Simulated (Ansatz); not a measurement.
Ansatz (a quantum-chemistry and plane-wave program) input:

Ansatz 0.2 input:
```yaml
crystal:
  lattice:
    - [3.9875910507, 0.0, 0.0]
    - [0.0, 3.9875910507, 0.0]
    - [0.0, 0.0, 4.3417029769]
  atoms:
    - { symbol: Zr, position: [0.5, 0.5, 0.5788344009] }
    - { symbol: Ge, position: [0.0, 0.0, 0.1951132564] }
    - { symbol: O, position: [0.0, 0.5, 0.4496055907] }
    - { symbol: O, position: [0.5, 0.0, 0.4496055907] }
    - { symbol: O, position: [0.5, 0.5, 0.0170411614] }
kpoints:
  mp_grid: { grid: [7, 7, 7] }
hamiltonian:
  xc: pbesol
  pseudopotentials: { kind: paw }
scf:
  occupations: { method: fixed }
elastic: { mode: relaxed_ion, stencil: two_point, amplitude: 0.005, f_tol: 0.0005 }
output: { polarization: {} }
```

Output (shortened):

```
Pseudopotential: Zr, paw, valence charge 12
Pseudopotential: Ge, paw, valence charge 14
Pseudopotential: O, paw, valence charge 6
Functional definition: PBEsol
Crystal: 5 atoms, lattice volume = 69.037 Å³
Basis set: ecut = 420 eV, 1351 PW (Γ), exchange–correlation on 54×54×60 points (8 copies of the dense FFT grid, shifted against one another)
Bands: 27, of which v1, the nominal top of the filled ones, is band 22 counted from 1 (21 counted from 0)
Symmetry: 8 space group operations
Space group: P4mm (ITA 99), of the structure as read, at distance tolerance 4.1e-5 Å
k-points: 40 of 343 (time reversal used)
SCF 1 converged in 14 iterations: F = -10068.455045 eV  dr2 = 3.37e-14
Crystal: 5 atoms, lattice volume = 68.692 Å³
Basis set: ecut = 420 eV, 1335 PW (Γ), exchange–correlation on 54×54×60 points (8 copies of the dense FFT grid, shifted against one another)
Symmetry: 4 space group operations
k-points: 64 of 343 (time reversal used)
SCF 2 converged in 14 iterations: F = -10068.453564 eV  dr2 = 8.01e-14
relax step   1: F+E_penalty+E_count = -10068.45356419 eV  Δ(F+E_penalty+E_count) = +0.000e0 eV  max|allowed force component| = 7.528e-2 eV/Å  Δτ_max = 0.0000 Å  (14 SCF iters, accepted)
Crystal: 5 atoms, lattice volume = 68.692 Å³
SCF 3 converged in 13 iterations: F = -10068.453978 eV  dr2 = 2.83e-14
relax step   2: F+E_penalty+E_count = -10068.45397803 eV  Δ(F+E_penalty+E_count) = -4.138e-4 eV  max|allowed force component| = 2.242e-2 eV/Å  Δτ_max = 0.0078 Å  (13 SCF iters, accepted)
Crystal: 5 atoms, lattice volume = 68.692 Å³
SCF 4 converged in 12 iterations: F = -10068.454035 eV  dr2 = 3.52e-14
relax step   3: F+E_penalty+E_count = -10068.45403466 eV  Δ(F+E_penalty+E_count) = -5.663e-5 eV  max|allowed force component| = 8.819e-3 eV/Å  Δτ_max = 0.0019 Å  (12 SCF iters, accepted)
Crystal: 5 atoms, lattice volume = 68.692 Å³
SCF 5 converged in 11 iterations: F = -10068.454047 eV  dr2 = 2.27e-14
relax step   4: F+E_penalty+E_count = -10068.45404734 eV  Δ(F+E_penalty+E_count) = -1.268e-5 eV  max|allowed force component| = 3.895e-4 eV/Å  Δτ_max = 0.0014 Å  (11 SCF iters, accepted)
Crystal: 5 atoms, lattice volume = 68.692 Å³
SCF 6 converged in 10 iterations: F = -10068.454047 eV  dr2 = 2.24e-15
Crystal: 5 atoms, lattice volume = 69.382 Å³
Basis set: ecut = 420 eV, 1359 PW (Γ), exchange–correlation on 54×54×60 points (8 copies of the dense FFT grid, shifted against one another)
SCF 7 converged in 15 iterations: F = -10068.453665 eV  dr2 = 1.91e-14
relax step   1: F+E_penalty+E_count = -10068.45366517 eV  Δ(F+E_penalty+E_count) = +0.000e0 eV  max|allowed force component| = 7.108e-2 eV/Å  Δτ_max = 0.0000 Å  (15 SCF iters, accepted)
Crystal: 5 atoms, lattice volume = 69.382 Å³
SCF 8 converged in 13 iterations: F = -10068.454048 eV  dr2 = 2.46e-14
relax step   2: F+E_penalty+E_count = -10068.45404755 eV  Δ(F+E_penalty+E_count) = -3.824e-4 eV  max|allowed force component| = 2.179e-2 eV/Å  Δτ_max = 0.0079 Å  (13 SCF iters, accepted)
Crystal: 5 atoms, lattice volume = 69.382 Å³
SCF 9 converged in 13 iterations: F = -10068.454105 eV  dr2 = 3.81e-15
relax step   3: F+E_penalty+E_count = -10068.45410521 eV  Δ(F+E_penalty+E_count) = -5.765e-5 eV  max|allowed force component| = 8.133e-3 eV/Å  Δτ_max = 0.0021 Å  (13 SCF iters, accepted)
Crystal: 5 atoms, lattice volume = 69.382 Å³
SCF 10 converged in 11 iterations: F = -10068.454116 eV  dr2 = 2.14e-14
[...]
SCF 51 converged in 14 iterations: F = -10068.790815 eV  dr2 = 3.61e-15
relax step  11: F+E_penalty+E_count = -10068.79081497 eV  Δ(F+E_penalty+E_count) = -1.523e-3 eV  max|allowed force component| = 1.775e-2 eV/Å  Δτ_max = 0.0174 Å  (14 SCF iters, accepted)
Crystal: 5 atoms, lattice volume = 69.036 Å³
SCF 52 converged in 11 iterations: F = -10068.790846 eV  dr2 = 9.92e-14
relax step  12: F+E_penalty+E_count = -10068.79084603 eV  Δ(F+E_penalty+E_count) = -3.105e-5 eV  max|allowed force component| = 1.853e-3 eV/Å  Δτ_max = 0.0022 Å  (11 SCF iters, accepted)
Crystal: 5 atoms, lattice volume = 69.036 Å³
SCF 53 converged in 9 iterations: F = -10068.790846 eV  dr2 = 4.99e-14
relax step  13: F+E_penalty+E_count = -10068.79084643 eV  Δ(F+E_penalty+E_count) = -4.069e-7 eV  max|allowed force component| = 2.618e-4 eV/Å  Δτ_max = 0.0003 Å  (9 SCF iters, accepted)
Crystal: 5 atoms, lattice volume = 69.036 Å³
SCF 54 converged in 10 iterations: F = -10068.790846 eV  dr2 = 4.64e-15
Crystal: 5 atoms, lattice volume = 69.036 Å³
SCF 55 converged in 11 iterations: F = -10068.454790 eV  dr2 = 8.11e-15
relax step   1: F+E_penalty+E_count = -10068.45478969 eV  Δ(F+E_penalty+E_count) = +0.000e0 eV  max|allowed force component| = 2.188e-4 eV/Å  Δτ_max = 0.0000 Å  (11 SCF iters, accepted)
Crystal: 5 atoms, lattice volume = 69.036 Å³
SCF 56 converged in 10 iterations: F = -10068.454790 eV  dr2 = 1.93e-15
Crystal: 5 atoms, lattice volume = 69.036 Å³
SCF 57 converged in 12 iterations: F = -10068.454790 eV  dr2 = 2.55e-15
relax step   1: F+E_penalty+E_count = -10068.45478969 eV  Δ(F+E_penalty+E_count) = +0.000e0 eV  max|allowed force component| = 2.188e-4 eV/Å  Δτ_max = 0.0000 Å  (12 SCF iters, accepted)
Crystal: 5 atoms, lattice volume = 69.036 Å³
SCF 58 converged in 10 iterations: F = -10068.454790 eV  dr2 = 1.70e-15
2 of the elastic batch's strained cells closed on another state than the unstrained crystal's, so that the constants are between two states. The farthest is the member of strain η4, δ = +5.0e-3: the two states' filled orbitals part by 0.981, averaged over the …
WARN: C44 and the rest of its column (C14 to C64, from strain 23), every constant that the crystal's symmetry builds from them, which can be the whole tensor …
SCF converged after 14 iterations
Free energy (F): -10068.455045 eV
Harris-Foulkes:  -10068.455045 eV  (|F-HF|=1.82e-12)
Internal energy: -10068.455045 eV  (E = F + TS)
E sigma→0 (E₀):  -10068.455045 eV
Fermi energy:    8.130551 eV
--- Per-component energies (eV) ---
  E_band       = -288.906643
  E_kinetic    = 968.312942
  E_local      = -4149.331733  (includes V_loc(G=0)·N_el)
  E_nonlocal   = 636.445263
  E_hartree    = 1639.366319
  E_xc         = -454.731585
  E_vxc        = -536.201864  (∫ρ·V_xc dr)
  E_paw        = -5327.756639  (= ΣΔE_a)
  E_vpaw       = -486.871537  (= ΣTr[D̂ρ^β])
  E_aug_tail   = 0.007653  (compensation charges beyond the density's cutoff)
  E_ewald      = -3381.956784
  E_core_change = 1.189520  (= ΣΔE_core)
  E_smearing   =  0.000000  (= −TS)
  E_closure    = 0.000000  (closes the sum)
  Σ components = -10068.455045   (vs F -10068.455045, Δ=0.00e0)
--- Forces (eV/Å), atoms counted from 1 ---
  atom   1  Zr     0.00000000     0.00000000     0.00000568
  atom   2  Ge     0.00000000     0.00000000     0.00001681
  atom   3  O      0.00000000     0.00000000    -0.00004483
  atom   4  O      0.00000000     0.00000000    -0.00004483
  atom   5  O      0.00000000     0.00000000     0.00006718
  max |Σ_I F_I| component: 1.25e-8 eV/Å
--- Stress (GPa, compression-positive) ---
       -0.003865       0.000000       0.000000
        0.000000      -0.003865       0.000000
        0.000000       0.000000       0.009673
  P = ⅓ Tr σ = 0.0006 GPa (0.006 kbar)
--- Band table (eV; the first three rows and the last of 40) ---
  k-point 0: bands = ["-39.0936", "-17.4437", "-17.3776", "-17.3776", "-15.8576", "-15.8523", "-15.8500", "-15.8500", "-15.8353", "-9.8537", "-9.0579", "-7.3850", "2.1875", "3.7946", "3.7946", "5.5812", "5.7018", "5.9909", "5.9909", "6.9663", "6.9663", …
  k-point 1: bands = ["-39.0933", "-17.4724", "-17.3769", "-17.3769", "-15.8575", "-15.8519", "-15.8499", "-15.8499", "-15.8352", "-9.8221", "-9.0563", "-7.2821", "2.0460", "3.7563", "3.7563", "5.6626", "5.6689", "5.9106", "5.9106", "7.0804", "7.0804", …
  k-point 2: bands = ["-39.0926", "-17.5356", "-17.3754", "-17.3754", "-15.8573", "-15.8510", "-15.8498", "-15.8498", "-15.8352", "-9.7564", "-9.0528", "-7.0340", "1.7471", "3.6685", "3.6685", "5.5166", "5.5752", "5.7910", "5.7910", "6.8612", "7.2762", …
  k-point 39: bands = ["-39.0800", "-17.7162", "-17.7129", "-17.5219", "-15.8521", "-15.8514", "-15.8469", "-15.8357", "-15.8342", "-8.3930", "-8.3536", "-6.7391", "-0.1495", "3.5861", "3.6115", "3.9165", "4.3920", "5.2292", "5.5848", "6.5921", "7.5486", …
--- Elastic constants: 4 strain directions × 2 members + reference (group order 8) ---
  dense FFT box of the reference and of every strained cell: 27×27×30
  strains applied: 11, 33, 23, 12; error gains …
  C = ∂σ_k/∂η_j (tension-positive GPa; Voigt order 11 22 33 23 13 12):
       193.402     46.701     86.695      0.000      0.000      0.000
        46.701    193.402     86.695      0.000      0.000      0.000
        86.886     86.886    126.695      0.000      0.000      0.000
         0.000      0.000      0.000    356.733      0.000      0.000
         0.000      0.000      0.000      0.000    356.733      0.000
         0.000      0.000      0.000      0.000      0.000     67.875
  reference stress σ⁰ (GPa):      0.004      0.004     -0.010      0.000      0.000      0.000
  moduli (Voigt/Reuss/Hill, GPa): K = 106.01/104.93/105.47   G = 175.82/66.32/121.07   E = 262.69   ν = 0.085
  mechanically stable: yes (min eigenvalue of sym C = 48.19 GPa)
  e, the proper piezoelectric tensor (elastic.mode: relaxed_ion; C/m²; rows x y z; Voigt order 11 22 33 23 13 12):
       0.00000    0.00000    0.00000    0.00000 -136.74133    0.00000
       0.00000    0.00000    0.00000 -136.74133    0.00000    0.00000
       0.01330    0.01330    2.01414    0.00000    0.00000    0.00000
  ±, each entry's uncertainty from the finite density of the strings (C/m²), an estimate: the size of the correction for it that the entry includes:
       0.00000    0.00000    0.00000    0.00000    0.16974    0.00000
       0.00000    0.00000    0.00000    0.16974    0.00000    0.00000
       0.00335    0.00335    0.00276    0.00000    0.00000    0.00000
  harmonic check of the ions' relaxations: strain 23: 1 of 1 pair far from harmonic (see the warning)
  the stresses are not corrected for the forces that the relaxations left standing (`elastic.f_tol`)
  strain η (Voigt 11):  stress-route row diagonal C_11 = 193.40 GPa, energy-path curvature d²(F+E_count+ΔE)/dδ²/Ω₀ = 193.99 GPa
         δ    σ_11 (GPa)             F (eV)   n_scf  n_hpsi   n_pw
    -5.000e-3      -0.9742      -10068.4540473      10   31948   1358   relax 4 steps, max|allowed force component| 3.89e-4 eV/Å
     5.000e-3       0.9599      -10068.4541156      10   31958   1372   relax 5 steps, max|allowed force component| 8.71e-5 eV/Å
  strain η (Voigt 33):  stress-route row diagonal C_33 = 126.69 GPa, energy-path curvature d²(F+E_count+ΔE)/dδ²/Ω₀ = 126.74 GPa
         δ    σ_33 (GPa)             F (eV)   n_scf  n_hpsi   n_pw
    -5.000e-3      -0.6766      -10068.4543325      10   19970   1360   relax 6 steps, max|allowed force component| 1.10e-5 eV/Å
     5.000e-3       0.5904      -10068.4544811      10   19944   1371   relax 6 steps, max|allowed force component| 8.37e-6 eV/Å
  strain η (Voigt 23):  stress-route row diagonal C_44 = 356.73 GPa, energy-path curvature d²(F+E_count+ΔE)/dδ²/Ω₀ = -62338.13 GPa
         δ    σ_23 (GPa)             F (eV)   n_scf  n_hpsi   n_pw
    -5.000e-3      -1.7837      -10068.7908464      10   50431   1366   relax 13 steps, max|allowed force component| 2.62e-4 eV/Å
     5.000e-3       1.7837      -10068.7908464      10   50440   1366   relax 13 steps, max|allowed force component| 2.62e-4 eV/Å
  strain η (Voigt 12):  stress-route row diagonal C_66 = 67.87 GPa, energy-path curvature d²(F+E_count+ΔE)/dδ²/Ω₀ = 67.81 GPa
         δ    σ_12 (GPa)             F (eV)   n_scf  n_hpsi   n_pw
    -5.000e-3      -0.3394      -10068.4547897      10   31942   1366   relax 1 steps, max|allowed force component| 2.19e-4 eV/Å
     5.000e-3       0.3394      -10068.4547897      10   31944   1366   relax 1 steps, max|allowed force component| 2.19e-4 eV/Å
--- Formal polarisation (Berry phase): one branch of a lattice of values; only differences between neighbouring runs are physical ---
  axis  mesh            electronic          ionic      p = total  spread (rad)  least overlap  resolved gap  δp at fixed H ≤   (phases in cycles; p mod 2 …
  b1    7×7×7           0.00000000    12.00000000    12.00000000      0.000000         0.9183        2.3149           3.0e-6
  b2    7×7×7           0.00000000    12.00000000    12.00000000      0.000000         0.9183        2.3149           3.0e-6
  b3    7×7×7          -0.01245774    15.17511246    15.16265472      0.475315         0.9411        2.3149           2.9e-6
  quantum along a1:   0.11552056 e/Å² =   185.084337 µC/cm²
  quantum along a2:   0.11552056 e/Å² =   185.084337 µC/cm²
  quantum along a3:   0.12577918 e/Å² =   201.520468 µC/cm²
  P = (  0.69312334,   0.69312334,   0.95357316) e/Å² = ( 1110.506022,  1110.506022,  1527.792641) µC/cm²  (mod the quanta)
```

Cost: very roughly 20 core-minutes on shared cores.

The start of the workflow was typed in or built on a structure type; neither database checked (COD, Materials Project) lists it. Its standing as an ambient phase is unchecked. Symmetry was held in the PBEsol relaxation. At this level the phase is dynamically unstable (imaginary phonons). No spin polarisation was allowed. Scalar-relativistic: spin–orbit coupling is off unless named, which matters more the heavier the elements.

Potentials: the later of the program's two PAW sets.

Ansatz is a plane-wave DFT program.
